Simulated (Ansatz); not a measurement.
Input file for Ansatz (a first-principles code):

Ansatz 0.2 input:
```yaml
crystal:
  lattice:
    - [5.1499047376, 0.0, 0.0]
    - [0.0, 5.1499047376, 0.0]
    - [0.0, 0.0, 5.1499047376]
  atoms:
    - { symbol: Nb, position: [0.5, 0.25, 0.0] }
    - { symbol: Nb, position: [0.5, 0.75, 0.0] }
    - { symbol: Nb, position: [0.25, 0.0, 0.5] }
    - { symbol: Nb, position: [0.75, 0.0, 0.5] }
    - { symbol: Nb, position: [0.0, 0.5, 0.25] }
    - { symbol: Nb, position: [0.0, 0.5, 0.75] }
    - { symbol: Ir, position: [0.5, 0.5, 0.5] }
    - { symbol: Ir, position: [0.0, 0.0, 0.0] }
kpoints:
  mp_grid: { grid: [14, 14, 14] }
hamiltonian:
  xc: r2scan
  pseudopotentials: { kind: paw }
scf:
  occupations: { method: fermi_dirac, width: 0.1 }
elastic: { mode: relaxed_ion, stencil: two_point, amplitude: 0.005, f_tol: 0.0005 }
```

Output (shortened):

```
Pseudopotential: Nb, paw, valence charge 13
Pseudopotential: Ir, paw, valence charge 17
Functional definition: r2SCAN
Crystal: 8 atoms, lattice volume = 136.583 Å³
Basis set: ecut = 500 eV, 3431 PW (Γ), exchange–correlation on 160×160×160 points (64 copies of the dense FFT grid, shifted against one another)
Bands: 68, of which v1, the nominal top of the filled ones, is band 56 counted from 1 (55 counted from 0)
Symmetry: 48 space group operations
Space group: Pm-3n (ITA 223), of the structure as read, at distance tolerance 5.1e-5 Å
k-points: 120 of 2744
the search or the solves at the SCF's close seem to have found levels that the self-consistency loop had missed (the run counts 1) …
SCF 1 converged in 11 iterations: F = -51283.200466 eV  dr2 = 7.34e-15
Crystal: 8 atoms, lattice volume = 136.583 Å³
SCF 2 converged in 2 iterations: F = -51283.200466 eV  dr2 = 3.67e-15
Crystal: 8 atoms, lattice volume = 135.900 Å³
Basis set: ecut = 500 eV, 3415 PW (Γ), exchange–correlation on 160×160×160 points (64 copies of the dense FFT grid, shifted against one another)
Symmetry: 16 space group operations
k-points: 288 of 2744
SCF 3 converged in 13 iterations: F = -51283.196310 eV  dr2 = 2.49e-15
relax step   1: F+E_penalty+E_count = -51283.19630978 eV  Δ(F+E_penalty+E_count) = +0.000e0 eV  max|allowed force component| = 4.634e-3 eV/Å  Δτ_max = 0.0000 Å  (13 SCF iters, accepted)
Crystal: 8 atoms, lattice volume = 135.900 Å³
SCF 4 converged in 10 iterations: F = -51283.196311 eV  dr2 = 2.25e-15
relax step   2: F+E_penalty+E_count = -51283.19631061 eV  Δ(F+E_penalty+E_count) = -8.250e-7 eV  max|allowed force component| = 3.035e-3 eV/Å  Δτ_max = 0.0003 Å  (10 SCF iters, accepted)
Crystal: 8 atoms, lattice volume = 135.900 Å³
SCF 5 converged in 9 iterations: F = -51283.196311 eV  dr2 = 1.55e-14
relax step   3: F+E_penalty+E_count = -51283.19631123 eV  Δ(F+E_penalty+E_count) = -6.197e-7 eV  max|allowed force component| = 1.748e-7 eV/Å  Δτ_max = 0.0001 Å  (9 SCF iters, accepted)
Crystal: 8 atoms, lattice volume = 135.900 Å³
SCF 6 converged in 2 iterations: F = -51283.196311 eV  dr2 = 7.47e-15
Crystal: 8 atoms, lattice volume = 137.266 Å³
SCF 7 converged in 13 iterations: F = -51283.195225 eV  dr2 = 8.03e-14
relax step   1: F+E_penalty+E_count = -51283.19522480 eV  Δ(F+E_penalty+E_count) = +0.000e0 eV  max|allowed force component| = 4.148e-3 eV/Å  Δτ_max = 0.0000 Å  (13 SCF iters, accepted)
Crystal: 8 atoms, lattice volume = 137.266 Å³
SCF 8 converged in 9 iterations: F = -51283.195226 eV  dr2 = 4.65e-14
relax step   2: F+E_penalty+E_count = -51283.19522598 eV  Δ(F+E_penalty+E_count) = -1.178e-6 eV  max|allowed force component| = 7.372e-5 eV/Å  Δτ_max = 0.0001 Å  (9 SCF iters, accepted)
Crystal: 8 atoms, lattice volume = 137.266 Å³
SCF 9 converged in 2 iterations: F = -51283.195226 eV  dr2 = 2.28e-14
Crystal: 8 atoms, lattice volume = 136.582 Å³
Basis set: ecut = 500 eV, 3419 PW (Γ), exchange–correlation on 160×160×160 points (64 copies of the dense FFT grid, shifted against one another)
Symmetry: 8 space group operations
k-points: 456 of 2744
SCF 10 converged in 12 iterations: F = -51283.199568 eV  dr2 = 6.66e-15
relax step   1: F+E_penalty+E_count = -51283.19956759 eV  Δ(F+E_penalty+E_count) = +0.000e0 eV  max|allowed force component| = 1.044e-2 eV/Å  Δτ_max = 0.0000 Å  (12 SCF iters, accepted)
Crystal: 8 atoms, lattice volume = 136.582 Å³
SCF 11 converged in 11 iterations: F = -51283.199473 eV  dr2 = 4.09e-14
relax step   2: F+E_penalty+E_count = -51283.19947289 eV  Δ(F+E_penalty+E_count) = +9.469e-5 eV  max|allowed force component| = 2.757e-2 eV/Å  Δτ_max = 0.0028 Å  (11 SCF iters, rejected (line search))
Crystal: 8 atoms, lattice volume = 136.582 Å³
SCF 12 converged in 11 iterations: F = -51283.199583 eV  dr2 = 1.87e-14
relax step   3: F+E_penalty+E_count = -51283.19958344 eV  Δ(F+E_penalty+E_count) = -1.585e-5 eV  max|allowed force component| = 8.207e-6 eV/Å  Δτ_max = 0.0008 Å  (11 SCF iters, accepted)
Crystal: 8 atoms, lattice volume = 136.582 Å³
SCF 13 converged in 2 iterations: F = -51283.199583 eV  dr2 = 8.15e-15
Crystal: 8 atoms, lattice volume = 136.582 Å³
SCF 14 converged in 12 iterations: F = -51283.199568 eV  dr2 = 6.67e-15
relax step   1: F+E_penalty+E_count = -51283.19956759 eV  Δ(F+E_penalty+E_count) = +0.000e0 eV  max|allowed force component| = 1.044e-2 eV/Å  Δτ_max = 0.0000 Å  (12 SCF iters, accepted)
Crystal: 8 atoms, lattice volume = 136.582 Å³
SCF 15 converged in 10 iterations: F = -51283.199583 eV  dr2 = 9.45e-14
relax step   2: F+E_penalty+E_count = -51283.19958344 eV  Δ(F+E_penalty+E_count) = -1.585e-5 eV  max|allowed force component| = 1.175e-5 eV/Å  Δτ_max = 0.0008 Å  (10 SCF iters, accepted)
Crystal: 8 atoms, lattice volume = 136.582 Å³
SCF 16 converged in 2 iterations: F = -51283.199583 eV  dr2 = 1.03e-14
SCF converged after 2 iterations
Free energy (F): -51283.200466 eV
Harris-Foulkes:  -51283.200466 eV  (|F-HF|=1.46e-11)
Internal energy: -51283.041683 eV  (E = F + TS)
E sigma→0 (E₀):  -51283.121074 eV
Entropy (-TS):   -0.158783 eV (-19.848 meV/atom)
Fermi energy:    19.589787 eV
--- Per-component energies (eV) ---
  E_band       = -765.520790
  E_kinetic    = 3605.736920
  E_local      = -6742.928388  (includes V_loc(G=0)·N_el)
  E_nonlocal   = 858.714783
  E_hartree    = 2299.045223
  E_xc         = -1530.797603
  E_vxc        = -2089.872181  (∫ρ·V_xc dr)
  E_paw        = -37038.606119  (= ΣΔE_a)
  E_vpaw       = -1125.979788  (= ΣTr[D̂ρ^β])
  E_aug_tail   = -0.000003  (compensation charges beyond the density's cutoff)
  E_vtau       = 130.717422  (kinetic-family band-sum trace: ∫τ·v_τ [+ j·A + Jᵃ·Aᵃ] dr)
  E_ewald      = -12732.418124
  E_core_change = -1.788371  (= ΣΔE_core)
  E_smearing   = -0.158783  (= −TS)
  E_closure    = 0.000000  (closes the sum)
  Σ components = -51283.200466   (vs F -51283.200466, Δ=0.00e0)
--- Forces (eV/Å), atoms counted from 1 ---
  atom   1  Nb     0.00000000     0.00000000     0.00000000
  atom   2  Nb     0.00000000     0.00000000     0.00000000
  atom   3  Nb     0.00000000     0.00000000     0.00000000
  atom   4  Nb     0.00000000     0.00000000     0.00000000
  atom   5  Nb     0.00000000     0.00000000     0.00000000
  atom   6  Nb     0.00000000     0.00000000     0.00000000
  atom   7  Ir     0.00000000     0.00000000     0.00000000
  atom   8  Ir     0.00000000     0.00000000     0.00000000
  max |Σ_I F_I| component: 5.65e-17 eV/Å
--- Stress (GPa, compression-positive) ---
       -0.140100       0.000000       0.000000
        0.000000      -0.140100       0.000000
        0.000000       0.000000      -0.140100
  P = ⅓ Tr σ = -0.1401 GPa (-1.401 kbar)
--- Band table (eV; the first three rows and the last of 120) ---
  k-point 0: bands = ["-74.8399", "-74.8398", "-37.2241", "-37.1151", "-37.1151", "-36.8075", "-36.8075", "-36.8075", "-31.0559", "-31.0559", "-31.0559", "-31.0556", "-31.0556", "-31.0556", "-13.5712", "-13.5712", "-13.3639", "-12.7488", "-12.7488", …
  k-point 1: bands = ["-74.8399", "-74.8398", "-37.2219", "-37.1162", "-37.1122", "-36.8118", "-36.8075", "-36.8075", "-31.0559", "-31.0559", "-31.0558", "-31.0556", "-31.0556", "-31.0554", "-13.5700", "-13.5558", "-13.3571", "-12.7482", "-12.7482", …
  k-point 2: bands = ["-74.8399", "-74.8398", "-37.2157", "-37.1194", "-37.1037", "-36.8246", "-36.8074", "-36.8074", "-31.0560", "-31.0560", "-31.0557", "-31.0557", "-31.0553", "-31.0551", "-13.5666", "-13.5216", "-13.3248", "-12.7466", "-12.7466", …
  k-point 119: bands = ["-74.8398", "-74.8398", "-36.9837", "-36.9837", "-36.9837", "-36.9837", "-36.9837", "-36.9837", "-31.0535", "-31.0535", "-31.0535", "-31.0535", "-31.0535", "-31.0535", "-12.6674", "-12.6674", "-12.5514", "-12.5514", "-12.5514", …
--- Elastic constants: 2 strain directions × 2 members + reference (group order 48) ---
  dense FFT box of the reference and of every strained cell: 40×40×40
  strains applied: 11, 23; error gains: componentwise 1.00 (the most a stress slope's error grows in a printed constant), spectral 1.73 (1 for all six strains …
  C = ∂σ_k/∂η_j (tension-positive GPa; Voigt order 11 22 33 23 13 12):
       442.313    127.096    127.096      0.000      0.000      0.000
       127.096    442.313    127.096      0.000      0.000      0.000
       127.096    127.096    442.313      0.000      0.000      0.000
         0.000      0.000      0.000     84.465      0.000      0.000
         0.000      0.000      0.000      0.000     84.465      0.000
         0.000      0.000      0.000      0.000      0.000     84.465
  reference stress σ⁰ (GPa):      0.140      0.140      0.140      0.000      0.000      0.000
  moduli (Voigt/Reuss/Hill, GPa): K = 232.17/232.17/232.17   G = 113.72/103.72/108.72   E = 282.12   ν = 0.297
  mechanically stable: yes (min eigenvalue of sym C = 84.47 GPa)
  strain η (Voigt 11):  stress-route row diagonal C_11 = 442.31 GPa, energy-path curvature d²(F+E_count+ΔE)/dδ²/Ω₀ = 442.30 GPa
         δ    σ_11 (GPa)             F (eV)   n_scf  n_hpsi   n_pw
    -5.000e-3      -2.1110      -51283.1963112       2  153172   3479   relax 3 steps, max|allowed force component| 1.75e-7 eV/Å
     5.000e-3       2.3121      -51283.1952260       2  153404   3513   relax 2 steps, max|allowed force component| 7.37e-5 eV/Å
  strain η (Voigt 23):  stress-route row diagonal C_44 = 84.47 GPa, energy-path curvature d²(F+E_count+ΔE)/dδ²/Ω₀ = 84.39 GPa
         δ    σ_23 (GPa)             F (eV)   n_scf  n_hpsi   n_pw
    -5.000e-3      -0.4223      -51283.1995834       2  244337   3492   relax 3 steps, max|allowed force component| 8.21e-6 eV/Å
     5.000e-3       0.4223      -51283.1995834       2  245298   3492   relax 2 steps, max|allowed force component| 1.18e-5 eV/Å
```

Cost: about 60 core-minutes (a rough figure) on shared cores.

The first step of the workflow began from a Materials Project structure, measured or hypothetical; the Crystallography Open Database files this formula in space group No. 223, but the cells were not matched. Whether it is the stable phase at ambient conditions was not checked. Symmetry was held in the r²SCAN relaxation; its stability against distortions is not shown here. No spin polarisation was allowed. As this level gives no gap, shear constants depend on the k-mesh and smearing (Fermi–Dirac, 0.1 eV here). Spin–orbit coupling is left out wherever it is not named.

Potentials: the later of the program's two PAW sets.

Ansatz is a plane-wave DFT program.
